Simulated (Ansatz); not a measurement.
**TiCo3 (Pm-3m): electronic heat capacity from the density of states**

Level of theory: DFT r2SCAN, scalar-relativistic, plane waves, PAW (Ansatz).

Settings: cutoff 500 eV, Γ-centred mesh 12×12×12 on the computed 4-atom cell, Gaussian smearing of 0.10 eV; collinear spin from starting moments -0.7 1.46 1.46 1.46 μB.

Relaxed cell: Pm-3m, a = 3.587 Å, b = 3.587 Å, c = 3.587 Å, α = 90.00°, β = 90.00°, γ = 90.00°, 4 atoms in the primitive cell. Whether it is the stable form of this composition wasn't checked.

The density of states at the Fermi level is 3.347 states/eV in the cell of 4 atoms (1 formula unit; both spins, tetrahedra on a 18×18×18 mesh). The run ends with a moment of 2.84 μB a cell (largest on a site 1.33 μB), and the figure is for this state; a paramagnetic sample can have a quite different one. Another magnetic order, if the compound takes it, can change N(E_F) and the shape of the cell a good deal.

**Question.** What Sommerfeld coefficient does this give?

**Answer.** Per formula unit N(E_F) = 3.347 states/eV. γ = (π²/3) k_B² N(E_F) N_A = 2.357 mJ/(mol K²) per state/eV, so γ = 7.9 mJ/(mol K²), a mole of formula units. This is the bare band result: a measured γ of the same phase and magnetic order is as a rule larger by a factor 1 + λ from phonons and spin fluctuations. N(E_F) at one energy is sensitive to the mesh where the density of states has sharp peaks.

The state reached may not be the lowest one.

Only this magnetic start was tried.

Cost: 1 run of about 3.9 core-minutes, on Intel Xeon Processor @ 2.50GHz (Skylake/Cascade Lake) (shared hosts).